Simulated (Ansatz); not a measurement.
# Ansatz run, BaMnTl

input.yaml (Ansatz 0.2.0)

```yaml
crystal:
  lattice:
    - [4.712458, 0.0, 0.0]
    - [0.0, 4.712458, 0.0]
    - [0.0, 0.0, 8.240444]
  atoms:
    - { symbol: Mn, position: [0.0, 0.0, 0.0] }
    - { symbol: Mn, position: [0.5, 0.5, 0.0] }
    - { symbol: Ba, position: [0.0, 0.5, 0.168] }
    - { symbol: Ba, position: [0.5, 0.0, 0.832] }
    - { symbol: Tl, position: [0.0, 0.5, 0.688] }
    - { symbol: Tl, position: [0.5, 0.0, 0.312] }
  symmetry: { tolerance: 0.0003 }
kpoints:
  mp_grid: { grid: [7, 7, 4], shift: [0, 0, 0] }
  band_path:
    path:
      - [0.0, 0.0, 0.0]
      - [0.0, 0.5, 0.0]
      - [0.5, 0.5, 0.0]
      - [0.0, 0.0, 0.0]
      - [0.0, 0.0, 0.5]
      - [0.0, 0.5, 0.5]
      - [0.5, 0.5, 0.5]
      - [0.0, 0.0, 0.5]
      - [0.0, 0.5, 0.0]
      - [0.0, 0.5, 0.5]
      - [0.5, 0.5, 0.0]
    npoints: 6
magnetization:
  spin_polarized: false
scf:
  occupations: { method: fermi_dirac }
  lower_state_search: "off"
  max_iter: 200
hamiltonian:
  pseudopotentials: { kind: paw }
  xc: pbe
basis:
  ecutwfc: 420
  fft_grid_basis: typed
output:
  forces: true
  stress: true
  eigenvalues: true
  bader: true
  populations: true
  elf: true
  write_potential: true
  volumetric_format: npy
  dos:
    e_range: [-12, 8]
    de: 0.05
    projected: { site_lists: { Ba: [Ba], Mn: [Mn], Tl: [Tl] } }
checkpoint:
  read: saved_state
```

The run starts from an earlier solution of this cell. 

Parts of the output:

```
Pseudopotentials: kind: paw
Pseudopotential: Mn, paw, valence charge 15, recommended cutoff 420 eV (normal), Mn.paw.azcp
Pseudopotential: Ba, paw, valence charge 10, recommended cutoff 420 eV (normal), Ba.paw.azcp
Pseudopotential: Tl, paw, valence charge 13, recommended cutoff 420 eV (normal), Tl.paw.azcp
Functional definition: PBE
  exchange = pbe_x(kappa = kappa, mu = beta*pi^2/3)
  correlation = pbe_c(beta = beta)
Crystal: 6 atoms, lattice volume = 182.998 Å³
Basis set: ecut = 420 eV, 3595 PW (Γ), exchange–correlation on 64×64×120 points (8 copies of the dense FFT grid, shifted against one another)
Bands: 46, of which v1, the nominal top of the filled ones, is band 38 counted from 1 (37 counted from 0)
Symmetry: 16 space group operations
Space group: P4/nmm (ITA 129), of the structure as read, at distance tolerance 1.7e-3 Å
k-points: 30 of 196
Initial density: read from a saved state, or passed on in memory by an earlier SCF of this step, an earlier step, the calling program or the single point that the run made first
Functional: x = pbe(κ = 0.804, μ = 0.2195), c = pbe(β = 0.0667)
SCF iter   1: F=—  Δρ=1.32e-3  dr2=1.40e-3
SCF iter   2: F=—  Δρ=8.41e-4  dr2=8.17e-4
SCF iter   3: F=—  Δρ=3.05e-4  dr2=9.50e-5
SCF iter   4: F=—  Δρ=3.92e-5  dr2=6.35e-6
SCF iter   5: F=—  Δρ=2.11e-5  dr2=7.18e-7
SCF iter   6: F=—  Δρ=1.16e-5  dr2=1.45e-7
SCF iter   7: F=-42578.4706 eV  Δρ=3.26e-6  dr2=2.90e-8
Free energy (F): -42578.4706 eV
Harris-Foulkes:  -42578.4706 eV  (|F-HF|=2.22e-8)
Internal energy: -42578.0644 eV  (E = F + TS)
E sigma→0 (E₀):  -42578.2675 eV
Entropy (-TS):   -0.4062 eV (-67.701 meV/atom)
Fermi energy:    9.2534 eV
--- Per-component energies (eV) ---
  E_band       = -712.2109
  E_kinetic    = 1630.6197
  E_local      = -9786.8273  (includes V_loc(G=0)·N_el)
  E_nonlocal   = 1245.9372
  E_hartree    = 4138.7229
  E_xc         = -1023.9208
  E_vxc        = -845.7714  (∫ρ·V_xc dr)
  E_paw        = -33390.8425  (= ΣΔE_a)
  E_vpaw       = -1233.6332  (= ΣTr[D̂ρ^β])
  E_aug_tail   = 0.0000  (compensation charges beyond the density's cutoff)
  E_ewald      = -5391.7537
  E_smearing   = -0.4062  (= −TS)
--- Forces (eV/Å), atoms counted from 1 ---
  atom   1  Mn     0.0000     0.0000     0.0000
  atom   2  Mn     0.0000     0.0000     0.0000
  atom   3  Ba     0.0000     0.0000     1.0141
  atom   4  Ba     0.0000     0.0000    -1.0141
  atom   5  Tl     0.0000     0.0000     0.7225
  atom   6  Tl     0.0000     0.0000    -0.7225
--- Stress (GPa, compression-positive) ---
        0.8655       0.0000       0.0000
        0.0000       0.8655       0.0000
        0.0000       0.0000      -2.5576
  P = ⅓ Tr σ = -0.2756 GPa (-2.756 kbar)
--- Löwdin populations: 6 sites ---
  site symbol       q [e]
     0     Mn     15.2249
     1     Mn     15.2249
     2     Ba      8.2061
     3     Ba      8.2061
     4     Tl     13.6978
     5     Tl     13.6978
  spilling = 0.0229 (of n_electrons = 76.0000)
--- Bader charges: 6 sites ---
  site symbol  charge [e]  shift [e]
     0     Mn     -0.3843     0.0005
     1     Mn     -0.3843     0.0005
     2     Ba      0.5789     0.0005
     3     Ba      0.5789     0.0005
     4     Tl     -0.1946     0.0000
     5     Tl     -0.1946     0.0000
```

Origin: a known structure type with other elements, at an estimated volume, so it need not be a known compound. Caveats: no spin polarisation, so a magnetic state may lie lower.
